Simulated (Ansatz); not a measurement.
## TiGa₃ (I4/mmm): electronic heat capacity and spin susceptibility from the density of states

Level of theory: DFT PBEsol, scalar-relativistic, plane waves, PAW (Ansatz).

Cutoff 420 eV; k points 16×16×16 on the computed 4-atom cell (Γ-centred); Gaussian smearing, width 0.10 eV; no spin polarisation.

Relaxed cell: I4/mmm, a = 3.746 Å, b = 3.746 Å, c = 8.676 Å, α = 90.00°, β = 90.00°, γ = 90.00°, 4 atoms in the primitive cell. Whether it is the stable form of this composition wasn't checked.

The density of states at the Fermi level is 1.386 states/eV in the cell of 4 atoms (1 formula unit; both spins, tetrahedra on a 24×24×24 mesh). Averaged over bins of 0.1 eV the density runs from 1.2 to 1.7 states/eV within 0.2 eV of the Fermi level, so the figure hangs on the exact place of that level.

What Sommerfeld coefficient and Pauli susceptibility does this give?

Per formula unit N(E_F) = 1.386 states/eV. γ = (π²/3) k_B² N(E_F) N_A = 2.357 mJ/(mol K²) per state/eV, so γ = 3.3 mJ/(mol K²), a mole of formula units. χ_P = μ_B² N(E_F) N_A = 3.23×10⁻⁵ emu/mol per state/eV gives 4.5×10⁻⁵ emu/mol. This is the bare band result: a measured γ of the same phase is as a rule larger by a factor 1 + λ from phonons and spin fluctuations, the spin part of χ is larger by the Stoner factor, and a measured χ also holds orbital and core terms. N(E_F) at one energy is sensitive to the mesh where the density of states has sharp peaks.

Cost: 1 run of about 2.1 core-minutes, on Arm Neoverse V2 (shared hosts).